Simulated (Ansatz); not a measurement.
SiO₂:
```
SiO2
1.0
    5.05941     0.00000     0.00000
   -2.52970     4.38158     0.00000
    0.00000     0.00000     5.54076
Si O
3 6
Direct
  0.00000   0.50000   0.66667
  0.50000   0.00000   0.00000
  0.50000   0.50000   0.33333
  0.79175   0.58350   0.50000
  0.20825   0.79175   0.83333
  0.41650   0.20825   0.16667
  0.20825   0.41650   0.50000
  0.79175   0.20825   0.83333
  0.58350   0.79175   0.16667
```

Relaxed with r²SCAN. Independent-particle spectrum: no excitons, no local fields, no scissors shift; 0.1 eV broadening; ε₁ of the summed bands alone.

Task: Tabulate the dielectric function from plane-wave PAW r²SCAN (Ansatz code).

Result: 

```csv
E (eV),ε₁ xx,ε₂ xx,ε₁ zz,ε₂ zz
0.0,2.16,0.00,2.16,0.00
0.3,2.16,0.00,2.16,0.00
0.6,2.16,0.00,2.16,0.00
0.9,2.17,0.00,2.17,0.00
1.2,2.17,0.00,2.17,0.00
1.5,2.17,0.00,2.17,0.00
1.8,2.18,0.00,2.18,0.00
2.1,2.19,0.00,2.19,0.00
2.4,2.20,0.00,2.20,0.00
2.7,2.21,0.00,2.21,0.00
3.0,2.23,0.00,2.23,0.00
3.3,2.24,0.00,2.24,0.00
3.6,2.26,0.00,2.26,0.00
3.9,2.28,0.00,2.28,0.00
4.2,2.30,0.00,2.30,0.00
4.5,2.32,0.00,2.32,0.00
4.8,2.35,0.00,2.35,0.00
5.1,2.38,0.00,2.38,0.00
5.4,2.42,0.00,2.42,0.00
5.7,2.46,0.00,2.46,0.00
6.0,2.50,0.00,2.50,0.00
6.3,2.55,0.00,2.56,0.00
6.6,2.62,0.00,2.62,0.00
6.9,2.69,0.00,2.69,0.00
7.2,2.79,0.00,2.79,0.00
7.5,2.90,0.01,2.90,0.01
7.8,3.07,0.02,3.07,0.01
8.1,3.37,0.18,3.38,0.15
8.4,3.42,0.43,3.44,0.42
8.7,3.47,0.59,3.48,0.58
9.0,3.56,0.73,3.56,0.71
9.3,3.77,0.96,3.72,0.87
9.6,3.83,1.35,3.94,1.08
9.9,3.82,1.86,4.31,1.87
10.2,3.54,2.32,3.46,2.71
10.5,3.02,2.74,3.36,3.15
10.8,1.83,2.77,2.10,2.80
11.1,2.19,2.16,1.80,2.40
11.4,1.80,2.12,2.18,2.31
11.7,2.08,2.08,2.16,2.01
12.0,1.89,2.12,2.18,3.01
```

Task: From ε at 8.4 eV (xx: 3.42 + 0.43i), find n, k, the normal reflectivity and the absorption coefficient.

Result: n = 1.85, k = 0.116, R = 9 %, α = 2kE/ħc = 99000 cm⁻¹.

With all bands, ε∞ without local fields is 2.31 (xx = yy), 2.31 (zz).

Space group P6_222. This is a known high-temperature phase of the composition, computed here at zero pressure and temperature. The cell was relaxed with r²SCAN under the symmetry of its start; whether a distortion lowers the energy is not shown.

Potentials: the later of the program's two PAW sets.
